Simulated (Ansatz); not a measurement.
CaTiN₂:
```
CELL_PARAMETERS angstrom
      6.06517     0.00000     0.00000
      0.00000     7.35692     0.00000
      0.00000     0.00000     5.33599
ATOMIC_POSITIONS crystal
  Ca 0.08925 0.62078 0.97477
  Ca 0.91075 0.37922 0.47477
  Ca 0.58925 0.87922 0.97477
  Ca 0.41075 0.12078 0.47477
  Ti 0.06664 0.12652 0.99858
  Ti 0.93336 0.87348 0.49858
  Ti 0.56664 0.37348 0.99858
  Ti 0.43336 0.62652 0.49858
  N  0.04513 0.09305 0.35179
  N  0.95487 0.90695 0.85179
  N  0.54513 0.40695 0.35179
  N  0.45487 0.59305 0.85179
  N  0.11742 0.66005 0.43486
  N  0.88258 0.33995 0.93486
  N  0.61742 0.83995 0.43486
  N  0.38258 0.16005 0.93486
```

Relaxed with PBE. Special points in fractions of this cell's reciprocal vectors: Γ (0.000, 0.000, 0.000); X (0.500, 0.000, 0.000); S (0.500, 0.500, 0.000); Y (0.000, 0.500, 0.000); Z (0.000, 0.000, 0.500); U (0.500, 0.000, 0.500); R (0.500, 0.500, 0.500); T (0.000, 0.500, 0.500).

Problem. List the band energies nearest the valence-band maximum at these points for DFT-PBE in the program Ansatz with PAW potentials.

Solution. In eV from the valence-band maximum; about four levels below and three above (degenerate sets whole), none deeper than 8.9 eV; points with the same levels are listed once.

```
k                    below                above
-  -----------------------  -------------------
Γ   -0.87 -0.60 -0.45 0.00       2.15 2.57 2.61
X  -0.70 -0.70 -0.51 -0.51  2.16 2.16 2.71 2.71
S  -0.67 -0.67 -0.66 -0.66  2.33 2.33 2.50 2.50
Y  -0.78 -0.78 -0.50 -0.50  2.38 2.38 2.71 2.71
Z  -0.68 -0.68 -0.61 -0.61  2.73 2.73 3.03 3.03
U  -0.68 -0.68 -0.68 -0.68  3.10 3.10 3.10 3.10
R  -0.78 -0.78 -0.70 -0.70  2.98 2.98 3.29 3.29
T  -1.02 -1.02 -0.35 -0.35  2.72 2.72 2.89 2.89
```

Space group Pna2_1. The start of the workflow was typed in or built on a structure type; neither database checked (COD, Materials Project) lists it. COD files the formula under space group No. 31, 59. Whether it is the stable phase at ambient conditions was not checked. The PBE relaxation kept the symmetry of its start; its stability against distortions is not shown here. The workflow began spin-polarised and lost its moments.

Potentials: the earlier of the program's two PAW sets.
